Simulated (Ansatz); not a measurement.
Space group P6_3/mcm (No. 193). a = 5.185 Å, b = 5.185 Å, c = 10.421 Å, α = 90.00°, β = 90.00°, γ = 120.00°
```csv
atom,site,symmetry,x,y,z
Ta,4d,3.2,0.3333,0.6667,0.0000
Ta,6g,m2m,0.3240,0.0000,0.2500
N,12k,..m,0.3414,0.0000,0.6215
```

Equation of state of this Ta$_{5}$N$_{6}$ structure (not necessarily the ground state), with shape and atoms relaxed at each volume where symmetry leaves them free. It has no gap at any of these volumes. The calculation used DFT r2SCAN, scalar-relativistic, plane waves, PAW (Ansatz 0.2.0).

Settings: cutoff 500 eV, Γ-centred mesh 12×12×4 on the computed 22-atom cell, Gaussian smearing of 0.10 eV; no spin polarisation.

```csv
V (Å³/atom),E − E(largest V) (meV/atom),P (GPa)
9.705,101.06,51.59
10.036,11.55,35.53
10.367,-47.26,21.80
10.698,-79.82,10.05
11.029,-89.92,0.01
11.360,-80.83,-8.57
11.690,-55.34,-15.89
12.132,0.00,-23.97
```

Fit a third-order Birch–Murnaghan equation to E(V).

V0 = 11.03 Å³/atom, B0 = 309 GPa, B0' = 4.2.

Spin-orbit coupling is left out, which matters for the bands of heavy elements.

Cost: 8 runs of about 71 core-minutes in all, on Intel Xeon 6975P-C (Granite Rapids) (shared hosts).